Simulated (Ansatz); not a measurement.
CsSnI₃:
```xyz
20
Lattice="8.7777 0.0000 0.0000 0.0000 12.2379 0.0000 0.0000 0.0000 8.3802" Properties=species:S:1:pos:R:3 pbc="T T T"
Cs     3.7926     3.0595     8.1810
Cs     8.1815     3.0595     4.3893
Cs     4.9851     9.1784     0.1992
Cs     0.5962     9.1784     3.9909
Sn     0.0000     0.0000     0.0000
Sn     4.3889     6.1189     4.1901
Sn     0.0000     6.1189     0.0000
Sn     4.3889     0.0000     4.1901
I      0.0187     3.0595     0.5287
I      4.4075     3.0595     3.6614
I      8.7591     9.1784     7.8515
I      4.3702     9.1784     4.7188
I      2.6069     6.5096     1.6690
I      6.9958    11.8472     2.5211
I      6.1708     0.3906     6.7112
I      1.7819     5.7283     5.8591
I      6.1708     5.7283     6.7112
I      1.7819     0.3906     5.8591
I      2.6069    11.8472     1.6690
I      6.9958     6.5096     2.5211
```

Relaxed with PBEsol. Special points in fractions of this cell's reciprocal vectors: Γ (0.000, 0.000, 0.000); X (0.500, 0.000, 0.000); S (0.500, 0.500, 0.000); Y (0.000, 0.500, 0.000); Z (0.000, 0.000, 0.500); U (0.500, 0.000, 0.500); R (0.500, 0.500, 0.500); T (0.000, 0.500, 0.500).

### Question
List the band energies nearest the valence-band maximum at these points for DFT-PBEsol in the program Ansatz with PAW potentials.

### Answer
In eV from the valence-band maximum; about four levels below and three above (degenerate sets whole), none deeper than 8.9 eV; points with the same levels are listed once.

| k | below | above |
|---|---|---|
| Γ | -1.58 -1.33 -0.77 0.00 | 0.55 0.58 0.73 |
| X | -1.59 -1.59 -1.06 -1.06 | 0.96 0.96 2.25 2.25 |
| S | -1.53 -1.53 -1.53 -1.53 | 2.34 2.34 2.34 2.34 |
| Y | -1.61 -1.61 -0.65 -0.65 | 0.78 0.78 0.93 0.93 |
| Z | -1.73 -1.73 -1.13 -1.13 | 0.93 0.93 2.26 2.26 |
| U | -1.45 -1.45 -0.77 -0.77 | 0.91 0.91 1.00 1.00 |
| R | -1.33 -1.33 -1.33 -1.33 | 1.17 1.17 1.17 1.17 |
| T | -1.69 -1.69 -1.69 -1.69 | 2.21 2.21 2.44 2.44 |

Space group Pnma. The PBEsol relaxation kept the symmetry of its start. Spin–orbit coupling is left out wherever it is not named.

Potentials: the later of the program's two PAW sets.
